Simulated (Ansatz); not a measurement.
Data:

AlN:
```
CELL_PARAMETERS angstrom
      0.00000     2.01886     2.01886
      2.01886     0.00000     2.01886
      2.01886     2.01886     0.00000
ATOMIC_POSITIONS crystal
  N  0.00000 0.00000 0.00000
  Al 0.50000 0.50000 0.50000
```

This is the r²SCAN-relaxed structure.

**Question.** All from r²SCAN in the plane-wave PAW code Ansatz, unless another level is named. Predict the band gap.

**Answer.** 5.52 eV (indirect).

**Question.** Next, the hole effective mass, band 1 of 3 at the edge?

**Answer.** 0.89 along [100], 5.3 along [110], 2.0 along [111] (mₑ).

**Question.** Next, the valence-band maximum?

**Answer.** at Γ.

**Question.** Give the weight of the conduction-edge state by species (Voronoi cells).

**Answer.** Al 69 %, N 31 %.

Space group Fm-3m (rock salt). This is a known high-pressure phase of the composition, computed here at zero pressure and temperature. The r²SCAN relaxation kept the symmetry of its start; whether a distortion lowers the energy is not shown.

Potentials: the later of the program's two PAW sets.
